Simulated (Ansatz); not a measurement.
Mo:
```xyz
1
Lattice="-1.5802 1.5802 1.5802 1.5802 -1.5802 1.5802 1.5802 1.5802 -1.5802" Properties=species:S:1:pos:R:3 pbc="T T T"
Mo     0.0000     0.0000     0.0000
```

Relaxed with PBE. Special points in fractions of this cell's reciprocal vectors: Γ (0.000, 0.000, 0.000); H (0.500, -0.500, 0.500); N (0.000, 0.000, 0.500); P (0.250, 0.250, 0.250).

### Question
List the band energies nearest the Fermi level at these points for PBE in the plane-wave PAW code Ansatz.

### Answer
In eV from the Fermi level; about four levels below and three above (degenerate sets whole), none deeper than 8.9 eV; … stands for higher levels left out; points with the same levels are listed once.

```json
[
 {"k": "Γ", "below": "-7.21 -1.36 -1.36 -1.36", "above": "1.62 1.62 …"},
 {"k": "H", "below": "-5.38 -5.38", "above": "3.90 3.90 3.90"},
 {"k": "N", "below": "-5.28 -3.37", "above": "1.57 1.65 2.27"},
 {"k": "P", "below": "-2.62 -2.62 -2.62", "above": "2.39 2.39 9.47"}
]
```

Space group Im-3m (bcc (W type)). Symmetry was held in the PBE relaxation. No spin polarisation was allowed. Spin–orbit coupling is left out wherever it is not named.

Potentials: the earlier of the program's two PAW sets.
